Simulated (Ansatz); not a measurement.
Cu2O:
```cif
data_Cu16O8
_chemical_formula_sum 'O8 Cu16'
_space_group_name_H-M_alt 'Fd-3m :1'
_space_group_IT_number 227
_space_group_name_Hall 'F 4d 2 3 -1d'
_cell_length_a 8.48692
_cell_length_b 8.48692
_cell_length_c 8.48692
_cell_angle_alpha 90.000
_cell_angle_beta 90.000
_cell_angle_gamma 90.000
loop_
_atom_site_label
_atom_site_type_symbol
_atom_site_symmetry_multiplicity
_atom_site_Wyckoff_symbol
_atom_site_fract_x
_atom_site_fract_y
_atom_site_fract_z
_atom_site_occupancy
O1 O 8 b 0.50000 0.50000 0.50000 1
Cu1 Cu 16 d 0.62500 0.62500 0.62500 1
```
(The calculation used a cell of 6 atoms; values per cell refer to that cell.)

Relaxed with PBE.

**Question.** Which orbitals make up the states near the band edges in the program Ansatz at the PBE level (PAW)?

**Answer.** Top 1 eV of the valence band: Cu 3d 71 %, O 2p 14 %, Cu 4s 13 %. Bottom 1 eV of the conduction band: Cu 4s 39 %, Cu 3d 31 %, O 2s 18 %, O 2p 8 %. Projections are on Löwdin-orthogonalised atomic valence shells; empty p or d shells of many metals are not among them.

**Question.** Tabulate the density of states.

**Answer.** States/eV per cell of 6 atoms, in 0.25 eV bins, energy from the valence-band maximum.

```tsv
E (eV)	total	Cu 3d	O 2p	Cu 4s
-7.15	0.00	0.00	0.00	0.00
-6.90	16.70	4.33	10.73	1.52
-6.65	1.95	0.50	1.29	0.12
-6.40	4.19	0.87	2.95	0.23
-6.15	1.84	0.37	1.34	0.07
-5.90	4.28	0.84	3.19	0.11
-5.65	2.87	0.49	2.25	0.05
-5.40	12.93	2.10	10.51	0.04
-5.15	3.23	0.24	2.89	0.01
-4.90	0.00	0.00	0.00	0.00
-4.65	0.00	0.00	0.00	0.00
-4.40	0.00	0.00	0.00	0.00
-4.15	0.00	0.00	0.00	0.00
-3.90	0.00	0.00	0.00	0.00
-3.65	0.00	0.00	0.00	0.00
-3.40	0.00	0.00	0.00	0.00
-3.15	0.00	0.00	0.00	0.00
-2.90	0.00	0.00	0.00	0.00
-2.65	0.03	0.01	0.00	0.01
-2.40	1.23	0.66	0.00	0.56
-2.15	9.96	8.35	0.02	1.55
-1.90	28.07	26.48	0.18	1.30
-1.65	35.04	34.02	0.19	0.71
-1.40	43.23	42.35	0.34	0.47
-1.15	14.37	12.56	1.07	0.59
-0.90	6.24	4.98	0.80	0.39
-0.65	9.79	6.90	1.43	1.35
-0.40	8.86	6.01	1.31	1.45
-0.15	3.15	2.07	0.52	0.54
0.10	0.02	0.01	0.00	0.00
0.35	0.00	0.00	0.00	0.00
0.60	0.00	0.00	0.00	0.00
0.85	0.00	0.00	0.00	0.00
1.10	0.19	0.07	0.00	0.07
1.35	0.61	0.21	0.03	0.22
1.60	0.90	0.28	0.07	0.35
1.85	1.22	0.34	0.12	0.49
2.10	1.79	0.46	0.20	0.74
2.35	1.63	0.37	0.20	0.70
2.60	1.27	0.26	0.17	0.55
2.85	1.38	0.20	0.20	0.50
3.10	3.76	0.39	0.46	1.07
3.35	3.81	0.29	0.35	0.83
3.60	4.12	0.24	0.30	0.80
3.85	4.02	0.20	0.26	0.77
4.10	4.74	0.19	0.29	0.77
4.35	2.75	0.09	0.15	0.41
4.60	4.14	0.17	0.31	0.92
4.85	4.46	0.15	0.30	0.91
5.10	2.20	0.06	0.14	0.42
5.35	2.55	0.07	0.16	0.46
5.60	4.07	0.11	0.29	0.94
5.85	2.02	0.05	0.14	0.46
```

The start of the workflow was typed in or built on a structure type; neither database checked (COD, Materials Project) lists it. It is not the phase usual at ambient conditions (space group No. 224). The PBE relaxation kept the symmetry of its start; whether a distortion lowers the energy is not shown. The workflow began spin-polarised and lost its moments. No Hubbard U is applied.

Potentials: the earlier of the program's two PAW sets.
